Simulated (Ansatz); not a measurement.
FeBiO$_{3}$:
```cif
data_Bi2Fe2O6
_chemical_formula_sum 'Bi2 Fe2 O6'
_space_group_name_H-M_alt 'P 1'
_space_group_IT_number 1
_cell_length_a 5.50606
_cell_length_b 5.50606
_cell_length_c 5.50606
_cell_angle_alpha 60.763
_cell_angle_beta 60.763
_cell_angle_gamma 60.763
loop_
_space_group_symop_operation_xyz
  'x, y, z'
loop_
_atom_site_label
_atom_site_type_symbol
_atom_site_fract_x
_atom_site_fract_y
_atom_site_fract_z
_atom_site_occupancy
Bi1 Bi 0.27200 0.27200 0.27200 1
Bi2 Bi 0.72800 0.72800 0.72800 1
Fe1 Fe 0.00000 0.00000 0.00000 1
Fe2 Fe 0.50000 0.50000 0.50000 1
O1 O 0.82686 0.67083 0.27438 1
O2 O 0.27438 0.82686 0.67083 1
O3 O 0.67083 0.27438 0.82686 1
O4 O 0.17314 0.32917 0.72562 1
O5 O 0.72562 0.17314 0.32917 1
O6 O 0.32917 0.72562 0.17314 1
```
The run is spin-polarised; directions of the spins, atom by atom: 0 0 ↑ ↓ 0 0 0 0 0 0.

Relaxed with PBEsol.

Which orbitals make up the states near the band edges in DFT-PBEsol in the program Ansatz with PAW potentials?

Top 1 eV of the valence band: Fe 3d 48 %, O 2p 46 %. Bottom 1 eV of the conduction band: Fe 3d 82 %, O 2p 13 %. Projections are on Löwdin-orthogonalised atomic valence shells; empty p or d shells of many metals are not among them.

Tabulate the density of states.

States/eV per cell of 10 atoms, in 0.25 eV bins, energy from the valence-band maximum.

```tsv
E (eV)	total	O 2p	Fe 3d	Bi 6p
-7.86	0.00	0.00	0.00	0.00
-7.61	0.00	0.00	0.00	0.00
-7.36	0.00	0.00	0.00	0.00
-7.11	1.29	0.83	0.16	0.19
-6.86	6.09	3.84	1.02	0.68
-6.61	7.45	4.52	1.53	0.90
-6.36	7.28	4.48	1.55	0.80
-6.11	6.80	4.07	1.77	0.66
-5.86	9.25	5.49	2.60	0.73
-5.61	8.21	5.11	2.01	0.65
-5.36	7.43	4.60	1.86	0.57
-5.11	7.11	4.40	1.83	0.50
-4.86	6.76	4.30	1.71	0.40
-4.61	5.13	3.18	1.39	0.30
-4.36	7.66	4.49	2.41	0.39
-4.11	6.94	4.07	2.21	0.38
-3.86	6.88	4.14	2.03	0.47
-3.61	8.07	4.77	2.47	0.56
-3.36	8.09	5.17	2.08	0.56
-3.11	8.63	6.28	1.61	0.44
-2.86	9.03	6.89	1.57	0.30
-2.61	11.35	8.55	2.19	0.26
-2.36	12.19	8.93	2.71	0.25
-2.11	1.34	0.85	0.35	0.03
-1.86	6.69	4.36	1.41	0.16
-1.61	7.02	4.90	1.06	0.17
-1.36	1.16	0.82	0.15	0.04
-1.11	1.43	0.58	0.74	0.01
-0.86	5.46	2.24	2.82	0.05
-0.61	5.55	2.58	2.60	0.05
-0.36	3.20	1.62	1.39	0.03
-0.11	0.50	0.26	0.21	0.00
0.14	0.04	0.01	0.03	0.01
0.39	7.52	0.70	6.29	0.39
0.64	15.28	2.20	12.38	0.45
0.89	1.16	0.22	0.90	0.02
1.14	0.00	0.00	0.00	0.00
1.39	0.03	0.00	0.01	0.01
1.64	1.20	0.18	0.48	0.37
1.89	3.48	0.62	1.58	0.86
2.14	3.98	0.88	2.15	0.64
2.39	6.31	1.63	3.10	1.22
2.64	6.11	1.73	2.52	1.53
2.89	4.39	1.12	0.74	2.17
3.14	2.92	0.69	0.18	1.76
3.39	2.92	0.73	0.12	1.80
3.64	3.79	0.97	0.12	2.38
3.89	4.75	1.14	0.09	3.14
4.14	5.60	1.38	0.09	3.73
4.39	5.21	1.28	0.06	3.52
4.64	5.61	1.38	0.04	3.83
4.89	5.15	1.32	0.03	3.50
```

Space group R-3. The start of the workflow was typed in or built on a structure type; neither database checked (COD, Materials Project) lists it. It is not the phase usual at ambient conditions (space group No. 161). The cell was relaxed with PBEsol under the symmetry of its start, as lowered by the spin order; whether a distortion lowers the energy is not shown. Magnetic state: antiferromagnetic, chosen from 5 collinear starts compared on coarse meshes (ties went to the first, and starts can fall back to one state), not a proven ground state. No Hubbard U is applied. Scalar-relativistic: spin–orbit coupling is off unless named, which matters more the heavier the elements.

Potentials: the earlier of the program's two PAW sets. The files were generated under PBE; for other functionals the program regenerates the frozen cores, and for LDA and PBEsol the local potential too.
